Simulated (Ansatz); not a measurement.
**MgCd₂Se₃ (P6_3mc) at 2 levels of theory**

One geometry, relaxed with PBE; plane waves with PAW potentials in Ansatz, scalar-relativistic. No spin polarisation. Gaps are the least over mesh and band path; pressure is positive in compression.

```cif
data_structure
_symmetry_space_group_name_H-M 'P6_3mc'
_symmetry_Int_Tables_number 186
_cell_length_a 4.3425
_cell_length_b 4.3425
_cell_length_c 21.1686
_cell_angle_alpha 90.000
_cell_angle_beta 90.000
_cell_angle_gamma 120.000
_cell_volume 345.70
loop_
_atom_site_label
_atom_site_type_symbol
_atom_site_symmetry_multiplicity
_atom_site_Wyckoff_symbol
_atom_site_fract_x
_atom_site_fract_y
_atom_site_fract_z
_atom_site_occupancy
Mg1 Mg 2 b 0.66667 0.33333 0.33182 1
Cd1 Cd 2 b 0.66667 0.33333 0.99846 1
Cd2 Cd 2 b 0.66667 0.33333 0.66887 1
Se1 Se 2 b 0.66667 0.33333 0.12528 1
Se2 Se 2 b 0.66667 0.33333 0.45489 1
Se3 Se 2 b 0.66667 0.33333 0.79568 1
```

```
level  cutoff (eV)  k mesh  gap (eV)  pressure (GPa)
  PBE          420   6×6×2      1.01             0.0
```

Q: What comes out on the same cell with r2SCAN?

A:
| level | cutoff (eV) | k mesh | gap (eV) | pressure (GPa) |
| --- | --- | --- | --- | --- |
| r2SCAN | 500 | 6×6×2 | 1.52 | -1.3 |

It was reached by relaxing an invented guess, and it needn't be the stable form of this composition.
